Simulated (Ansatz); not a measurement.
**SnBr4Cl: computed properties**

All numbers below come from Ansatz, DFT PBE, scalar-relativistic, plane waves, PAW.

Settings: cutoff 420 eV, Γ-centred mesh 8×8×6 on the computed 6-atom cell, Gaussian smearing of 0.10 eV; no spin polarisation.

The structure is relaxed at this level of theory with its symmetry kept, and needn't be the ground state of this composition.

```cif
data_structure
_symmetry_space_group_name_H-M 'P4/mmm'
_symmetry_Int_Tables_number 123
_cell_length_a 4.7970
_cell_length_b 4.7970
_cell_length_c 8.5203
_cell_angle_alpha 90.000
_cell_angle_beta 90.000
_cell_angle_gamma 90.000
_cell_volume 196.06
loop_
_atom_site_label
_atom_site_type_symbol
_atom_site_symmetry_multiplicity
_atom_site_Wyckoff_symbol
_atom_site_fract_x
_atom_site_fract_y
_atom_site_fract_z
_atom_site_occupancy
Sn1 Sn 1 c 0.50000 0.50000 0.00000 1
Br1 Br 4 i 0.50000 0.00000 0.21011 1
Cl1 Cl 1 b 0.00000 0.00000 0.50000 1
```

```json
{"Space group": "P4/mmm (No. 123)", "Volume per atom": "32.68 Å³", "Formation energy from the elements' standard states (uncorrected)": "+0.009 eV/atom", "Kohn–Sham band gap": "none (metal)", "Density of states at the Fermi level": "21.9 states/eV per cell", "Orbital (Löwdin) character within 0.5 eV of the Fermi level": "Br 4p 59 %, Cl 3p 35 %", "Bader charge by site (e)": "Sn (1 in the cell) 1.30, Br (4 in the cell) -0.26, Cl (1 in the cell) -0.26"}
```

The cell holds layers, chains or molecules and no dispersion correction was added, so their binding is poorly described. Spin polarisation was left out, and a magnetic state may lie lower.

Another cell of SnBr4Cl relaxed alike, in P4mm, lies 188 meV/atom lower, so this cell isn't the stable form at this level.

The cell was found from a structure generator's guess, not taken from experiment. Löwdin shares on free-atom orbitals overweight diffuse shells.
